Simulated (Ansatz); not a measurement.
Input:

SiGe:
```cif
data_GeSi
_chemical_formula_sum 'Ge1 Si1'
_space_group_name_H-M_alt 'P 1'
_space_group_IT_number 1
_cell_length_a 3.24167
_cell_length_b 3.24167
_cell_length_c 3.24167
_cell_angle_alpha 90.000
_cell_angle_beta 90.000
_cell_angle_gamma 90.000
loop_
_space_group_symop_operation_xyz
  'x, y, z'
loop_
_atom_site_label
_atom_site_type_symbol
_atom_site_fract_x
_atom_site_fract_y
_atom_site_fract_z
_atom_site_occupancy
Ge1 Ge 0.00000 0.00000 0.00000 1
Si1 Si 0.50000 0.50000 0.50000 1
```

This is the PBE-relaxed structure.

All from plane-wave PAW PBE (Ansatz code), unless another level is named. Give the electronic character.

metallic (no gap).

What about the formation energy from the elements (no fitted shifts)?

0.51 eV/atom.

And the density of states at the Fermi level?

0.49 states/eV per atom (mean over ±0.08 eV).

Next, the gap with spin–orbit coupling?

none (metallic).

Space group Pm-3m (CsCl type). The cell is a constructed one: a structure type filled with these elements; neither database checked (COD, Materials Project) lists it. Whether it is the stable phase at ambient conditions was not checked. Symmetry was held in the PBE relaxation. At this level the phase is dynamically unstable (imaginary phonons). The references are the lowest solids computed at this level, not always the standard phases. Spin–orbit coupling is left out wherever it is not named.

Potentials: the later of the program's two PAW sets.
